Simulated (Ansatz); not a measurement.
A geometry of La away from equilibrium: the start of the relaxation of a relaxed La cell with every coordinate shifted by Gaussian noise of σ = 0.2 Å. The numbers are results of r2SCAN (plane waves to 500 eV, PAW, scalar-relativistic; Ansatz, an electronic-structure program), not measurements. Γ-centred k-mesh 10×10×3 on the run's cell (coarser than for final values), Fermi–Dirac smearing 0.05 eV.

```xyz
4
Lattice="3.7847 0.0000 0.0000 -1.8923 3.2776 0.0000 0.0000 0.0000 12.0294" Properties=species:S:1:pos:R:3:forces:R:3 pbc="T T T" free_energy=-25059.449 pressure_GPa=0.1
La     0.0895     0.0358     0.0621   -0.0944   -0.0049   -0.2010
La    -0.2750    -0.0614     5.8674    0.0692   -0.0008    0.2610
La    -0.3187     2.3383     3.0187    0.0732   -0.0888   -0.0857
La     1.8461     0.9357     9.0043   -0.0480    0.0945    0.0257
```

Positions in Å, forces in eV/Å, free energy of the cell in eV (comparable only within this code, potentials and settings). Largest force: 0.27 eV/Å, on La2 (atoms numbered as listed); the geometry lies 0.02 eV/atom above the end of its relaxation.

No spin polarisation in the result.
